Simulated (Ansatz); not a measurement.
Ga:
```
Ga
1.0
    3.82693    -2.28465     0.00000
    3.82693     2.28465     0.00000
    0.00000     0.00000     4.54362
Ga
4
Direct
  0.98953   0.33464   0.25000
  0.01047   0.66536   0.75000
  0.33464   0.98953   0.75000
  0.66536   0.01047   0.25000
```

Relaxed with PBEsol. Special points in fractions of this cell's reciprocal vectors: Γ (0.000, 0.000, 0.000); Y (0.500, 0.500, 0.000); F0 (0.339, 0.661, 0.000); Δ0 (-0.339, 0.339, 0.000); Z (0.000, 0.000, 0.500); B0 (-0.339, 0.339, 0.500); G0 (0.339, 0.661, 0.500); T (0.500, 0.500, 0.500); S (0.000, 0.500, 0.000); R (0.000, 0.500, 0.500).

Question: List the band energies nearest the Fermi level at these points for PBEsol in the plane-wave PAW code Ansatz.

Answer: In eV from the Fermi level; about four levels below and three above (degenerate sets whole), none deeper than 8.9 eV; points with the same levels are listed once.

| k | below | above |
|---|---|---|
| Γ | -3.33 -2.27 -1.94 -1.01 | 0.94 1.14 2.54 |
| Y | -4.18 -2.71 -1.87 -1.80 | 0.41 1.18 3.50 |
| F0 | -1.20 -0.99 -0.57 -0.14 | 0.29 3.16 3.22 |
| Z | -0.50 -0.50 -0.13 -0.13 | 0.08 0.08 2.97 2.97 |
| B0 | -6.36 -6.36 -3.28 -3.28 | 4.30 4.30 5.25 5.25 |
| T | -5.58 -5.58 -1.94 -1.94 | 0.26 0.26 6.89 6.89 |
| S | -1.28 -0.40 -0.30 -0.13 | 3.59 4.43 5.76 |
| R | -6.13 -6.13 -1.48 -1.48 | 0.88 0.88 6.85 6.85 |

Space group Cmcm. The workflow started from a Materials Project entry (that database holds measured and hypothetical structures alike); the Crystallography Open Database files this formula in space group No. 63, but the cells were not matched. It is not the phase usual at ambient conditions (space group No. 64). Symmetry was held in the PBEsol relaxation; whether a distortion lowers the energy is not shown. Scalar-relativistic: spin–orbit coupling is off unless named, which matters more the heavier the elements.

Potentials: the later of the program's two PAW sets.
